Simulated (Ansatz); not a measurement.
Starting cell, PtSb$_{2}$ (space group Pa-3):

```
PtSb2
1.0
    6.42184     0.00000     0.00000
    0.00000     6.42184     0.00000
    0.00000     0.00000     6.42184
Sb Pt
8 4
Direct
  0.37466   0.12534   0.87466
  0.62534   0.87466   0.12534
  0.12534   0.87466   0.37466
  0.87466   0.12534   0.62534
  0.87466   0.37466   0.12534
  0.12534   0.62534   0.87466
  0.62534   0.62534   0.62534
  0.37466   0.37466   0.37466
  0.00000   0.50000   0.50000
  0.50000   0.50000   0.00000
  0.50000   0.00000   0.50000
  0.00000   0.00000   0.00000
```

A phonon eigenvector at Γ is frozen into this cell: atom i moves by Q times the vector below, so Q is the largest atomic displacement, in Å. The cell is held. It is one choice among 3 degenerate patterns.

| atom | x | y | z |
|---|---|---|---|
| Sb1 | -0.571 | -0.437 | -0.695 |
| Sb2 | 0.571 | 0.437 | 0.695 |
| Sb3 | 0.571 | 0.437 | -0.695 |
| Sb4 | -0.571 | -0.437 | 0.695 |
| Sb5 | 0.571 | -0.437 | -0.695 |
| Sb6 | -0.571 | 0.437 | 0.695 |
| Sb7 | -0.571 | 0.437 | -0.695 |
| Sb8 | 0.571 | -0.437 | 0.695 |

Atoms not listed stay in place.

All values below come from LDA (plane waves to 420 eV, PAW, scalar-relativistic; Ansatz, a program for electronic structure). k mesh 6×6×6 (Γ-centred), Fermi-Dirac smearing 0.05 eV. E stands for the smeared free energy. With partly filled bands, energies and forces of such displacements shift with the k mesh and the smearing. At this level the bands of PtSb2 touch or barely overlap; measurements give the solid a gap. PtSb2 is run without spin polarisation. PtSb2 was relaxed with its symmetry unable to fall. Spin-orbit coupling is left out, though Pt and Sb are heavy. The zero of ΔE is the undisplaced structure.

```tsv
Q (Å)	ΔE (meV/cell)
-0.180	1925
-0.120	862
-0.060	216
0.000	0
0.060	216
0.120	862
0.180	1925
```

Question: Which DFPT wavenumber at Γ belongs to this mode?
A. 183 cm⁻¹
B. 116 cm⁻¹
C. 76 cm⁻¹
D. 149 cm⁻¹

Answer: A, 183 cm⁻¹. The curvature of the scan gives 183 cm⁻¹

(For displaced atoms, the force is minus the slope of the energy, and its curvature is a force constant, which sets phonon frequencies.)
